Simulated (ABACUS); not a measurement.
A self-consistent single point of Ag (Fm-3m, 1 atom in the cell; from Materials Project mp-124, changed as shown) with ABACUS.

Level of theory: LDA (PW92), PseudoDojo 0.4 standard norm-conserving LDA (tails mended) pseudopotentials (plane waves; ABACUS).

The change in words: volume scaled by 0.99. Reference geometry (Fm-3m):
```xyz
1
Lattice="0.0000 2.0372 2.0372 2.0372 0.0000 2.0372 2.0372 2.0372 0.0000" Properties=species:S:1:pos:R:3 pbc="T T T"
Ag     0.0000     0.0000     0.0000
```

Reference input (self-consistent single point, DFT, LDA (PW92), plane waves, PseudoDojo 0.4 standard norm-conserving LDA (tails mended) pseudopotentials): KPT = Gamma 12 12 12 0 0 0; basis_type = pw; dft_functional = PWLDA; ecutwfc = 86 Ry; smearing_method = gaussian; smearing_sigma = 0.0199916 Ry; potentials = PseudoDojo 0.4 standard norm-conserving LDA (tails mended); symmetry = 1; ks_solver = dav_subspace; scf_nmax = 100; scf_thr = 1.0e-09 Ry; mixing_type = pulay. This run's input differs from it in these lines:

```diff
@@ -26,5 +26,5 @@
 LATTICE_VECTORS
-   0.0000000000    3.8497481714    3.8497481714
-   3.8497481714    0.0000000000    3.8497481714
-   3.8497481714    3.8497481714    0.0000000000
+   0.0000000000    3.8368715775    3.8368715775
+   3.8368715775    0.0000000000    3.8368715775
+   3.8368715775    3.8368715775    0.0000000000
```

Output, abridged:

```
 SELF-CONSISTENT
 -------------------------------------------
                                 init_chg = atomic

 PW ALGORITHM --------------- ION=   1  ELEC=   1--------------------------------
 Notice: Threshold on eigenvalues was too large.

 Density error is 0.0741885575848
                          Error Threshold = 0.000391171870795
 E_KohnSham     -309.9595573693      -4217.2161297800
 E_Fermi        1.3144928758         17.8845930909

 PW ALGORITHM --------------- ION=   1  ELEC=   2--------------------------------

 Density error is 0.00196558906289
                          Error Threshold = 0.000390466092552
   [... lines left out ...]

 Density error is 4.86541739143e-08
                          Error Threshold = 2.41383848359e-09
 E_KohnSham     -309.9730433055      -4217.3996153555
 E_Fermi        1.2764591120         17.3671171875

 PW ALGORITHM --------------- ION=   1  ELEC=   9--------------------------------

 Density error is 9.4546723894e-10
                          Error Threshold = 2.56074599549e-10
 E_KohnSham     -309.9730433170      -4217.3996155119
 E_KS(sigma->0) -309.9725894932      -4217.3934409220
 E_entropy(-TS) -0.0009076476        -0.0123491798
 E_Fermi        1.2764319243         17.3667472795
 charge density convergence is achieved
 final etot is -4217.3996155 eV
 EFERMI = 17.36674728 eV

 STATE ENERGY(eV) AND OCCUPATIONS    NSPIN == 1
   [... 17 lines left out ...]

 TOTAL-FORCE (eV/Angstrom)
                       Ag1         0.0000000000         0.0000000000         0.0000000000

 TOTAL-STRESS (KBAR)
       -53.3004428536         0.0000000000        -0.0000000000
        -0.0000000000       -53.3004428536         0.0000000000
        -0.0000000000         0.0000000000       -53.3004428536
 TOTAL-PRESSURE: -53.300443 KBAR

 --------------------------------------------
 !FINAL_ETOT_IS -4217.3996155118702518 eV
 --------------------------------------------
```

The run converged in 9 iterations. Against the reference run the free energy falls by 6.2 meV/atom and the pressure goes from -6.39 to -5.33 GPa.

The structure comes from a collection of computed structures, made at another level of theory; the collection holds predicted forms beside known ones. Its lattice was then scaled.

Cost on one core: around 30 core-seconds (rough).

“Tails mended”: in these copies of the files the far tail of each local potential was reset to the Coulomb form.
